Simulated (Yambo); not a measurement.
RbCdF$_{3}$: sweep of GW parameters

G0W0@PBEsol for RbCdF3 (cubic perovskite, space group Pm-3m, No. 221) in Yambo. Reference settings: 2×2×2 Γ-centred k mesh, bands 9 to 264 and a 7 Ry block in the screening, 264 bands in G with the Bruneval-Gonze terminator, plasmon pole fitted at 27.2 eV. The PBEsol gap R → Γ on this mesh is 3.07 eV; G0W0 gaps are taken between the same points.

```tsv
change from the reference	G0W0 gap R → Γ (eV)	shift of the valence edge (eV)	rough Yambo cost
reference settings	6.21	-1.79	1
114 bands in W, 114 bands in G	6.79	-1.84	about 1/2
178 bands in W, 178 bands in G	6.38	-1.78	within a factor of two
114 bands in G	6.28	-1.81	–
178 bands in G	6.23	-1.80	–
134 bands in W	6.57	-1.80	within a factor of two
6 Ry block	6.22	-1.81	within a factor of two
1 Ry block	7.59	-2.93	within a factor of two
3 Ry block	6.36	-1.99	within a factor of two
pole fitted at 40 eV	6.21	-1.82	–
no random integration	6.06	-1.48	–
114 bands in G, no terminator	6.00	-1.17	–
178 bands in G, no terminator	5.99	-1.36	–
no terminator	6.03	-1.50	–
```

The reference isn't shown to be the converged limit. Costs are rough (shared machines), scaled to the same edge states, and given only for runs that recompute the screening.

The cell is held in this high symmetry; tilts and polar distortions were not searched.

Spin-orbit coupling is included.

Geometry of the Materials Project entry, not relaxed at this level; primitive cell a = b = c = 4.425 Å, α = β = γ = 90.00°.

The structure is a Materials Project entry; no match was found in the copy of COD used, and its stability was not checked.

A shift is the quasiparticle energy of the state minus its PBEsol energy.
